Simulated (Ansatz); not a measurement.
The cell below belongs to a search over invented structures; it isn't taken from experiment.

Input and command of a plane-wave DFT calculation in Ansatz:

```yaml
crystal:
  lattice:
    - [-3.24408626, 3.24408626, 3.46128866]
    - [3.24408626, -3.24408626, 3.46128866]
    - [3.24408626, 3.24408626, -3.46128866]
  atoms:
    - { symbol: Zr, position: [0.27570736, 0.27570736, 0.55141473] }
    - { symbol: Zr, position: [0.72429264, 0.72429264, 0.44858527] }
    - { symbol: Zr, position: [0.27570736, 0.72429264, 0.0] }
    - { symbol: Zr, position: [0.72429264, 0.27570736, 0.0] }
    - { symbol: Hf, position: [0.0, 0.0, 0.0] }
    - { symbol: C, position: [0.75, 0.25, 0.5] }
    - { symbol: C, position: [0.25, 0.75, 0.5] }
    - { symbol: C, position: [0.5, 0.5, 0.0] }
basis:
  ecutwfc: 420
kpoints:
  mp_grid: { grid: [4, 4, 4] }
hamiltonian:
  xc: pbe
scf:
  occupations: { method: gaussian, width: 0.2 }
  lower_state_search: "off"
output:
  forces: true
  stress: true
  eigenvalues: true
relax:
  adjacent_minimum: "off"
  f_tol: 0.08
  max_steps: 16
  cell: { stress_tol: 0.8 }
```

```bash
ansatz run input.yaml --threads 1 --pin off --max-ram 2560MiB --backend cpu --events-out ev --progress --plain --runs-dir out
```

Processor: Arm Neoverse V2, 1 thread, on a host shared with other jobs.

**Question.** How long does it run, and how much memory does it take?

**Answer.** About 65 s, peak memory 0.46 GiB. It solves 52 bands at 13 k points (after reduction by symmetry) with about 2509 plane waves (on the last cell), in 68 SCF iterations over 9 ionic steps.
